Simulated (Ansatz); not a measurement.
# Moving the fixed moment of the cell in YbB2

```xyz
3
Lattice="3.2503 0.0000 0.0000 -1.6252 2.8148 0.0000 0.0000 0.0000 3.7315" Properties=species:S:1:pos:R:3 pbc="T T T"
Yb    0.0000    0.0000    0.0000
B     1.6252    0.9383    1.8658
B     0.0000    1.8766    1.8658
```

Kept alike: task single point; functional PBE; k mesh 8 × 8 × 6; occupations fermi-dirac, width 0.05 eV. Program: Ansatz, Ansatz PAW, cutoff 420 eV. The mesh is that of the run's cell of 3 atoms. No spin-orbit coupling.

```tsv
fixed moment of cell, M (μB)	pressure (GPa)	largest site moment (μB)	free energy over the lowest row (meV/atom)
0	2.28	0.00	0.00
0.2	2.32	0.18	0.18
0.5	2.31	0.38	4.73
0.8	1.83	0.52	21.05
1	1.51	0.60	40.89
1.2	1.22	0.68	69.73
1.5	0.71	?	?
2	0.62	0.96	307.12
```

Pressure is positive in compression, with a Pulay correction for the finite cutoff. The runs hold the magnetic state that their start led to, which needn't be the lowest. Site moments count inside each atom's sphere or projector.

Fit the rows shown and predict the run at 1.5 μB.

A least-squares cubic through the rows shown is largest site moment = 0.1137 M³ - 0.4639 M² + 0.9517 M + 0.003 (largest miss 0.007); at M = 1.5 it gives 0.77 μB. A least-squares cubic through the rows shown is free energy = 33.4895 M³ + 12.2846 M² - 5.0314 M + 0.138 (largest miss 0.289); at M = 1.5 it gives 133.26 meV/atom. The run gave: largest site moment 0.79 μB; free energy over the lowest row 135.80 meV/atom.
